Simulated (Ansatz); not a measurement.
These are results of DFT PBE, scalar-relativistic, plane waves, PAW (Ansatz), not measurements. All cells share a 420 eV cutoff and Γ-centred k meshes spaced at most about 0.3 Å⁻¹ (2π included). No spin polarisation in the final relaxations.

These are static total energies at zero pressure. All come from trial cells, and lower structures may exist.

**Question.** Which of these relaxed structures of ZnIn2Cl4 is the lowest in energy?
A. Space group P1 (No. 1), triclinic, a = 6.290 Å, b = 6.323 Å, c = 7.299 Å, α = 102.5°, β = 105.4°, γ = 116.0°. Around Zn lie 4 Cl at 2.27–2.33 Å; In on its first site has 3 Cl at 2.94–3.03 Å and 1 Cl at 3.45 Å; around In on its second site lie 3 Cl at 2.96–3.10 Å and 2 Cl at 3.34–3.48 Å; Cl on its first site is surrounded by 1 Zn at 2.28 Å and 1 In at 3.03 Å; 3 more sites not described.
B. Space group I4/mmm (No. 139), tetragonal, a = 5.069 Å, c = 15.539 Å. Around Zn lie 2 Cl at 2.39 Å and 4 Cl at 2.53 Å; In has 5 Cl at 3.24–3.32 Å and 4 Cl at 3.59 Å; Cl on a site of symmetry 4mm has 1 Zn at 2.39 Å, 1 In at 3.24 Å, 4 Cl at 3.48 Å and 4 In at 3.59 Å; Cl on a site of symmetry mmm is surrounded by 2 Zn at 2.53 Å and 4 In at 3.32 Å.

**Answer.** A. It has space group P1 (No. 1); the next, B, with the K2NiF4 type, space group I4/mmm (No. 139), lies 58 meV/atom higher. Counting Cl atoms around In and Zn (those within 1.25 times the shortest such distance or 1.15 times the sum of covalent radii; a plus sign parts nearer from farther groups; the shortest distance is added where it is long for a bond; a slash parts the counts of unlike sites), the lowest has Zn 4, In 3+1 from 2.9 Å/5 from 3.0 Å and the next has Zn 6, In 9 from 3.2 Å.

Cells relaxed within their symmetry can be saddle points. The P1 cell of ZnIn2Cl4 came from shaking the I4/mmm one. Some types were kept out of the candidates beforehand, so the set may lack a known form.
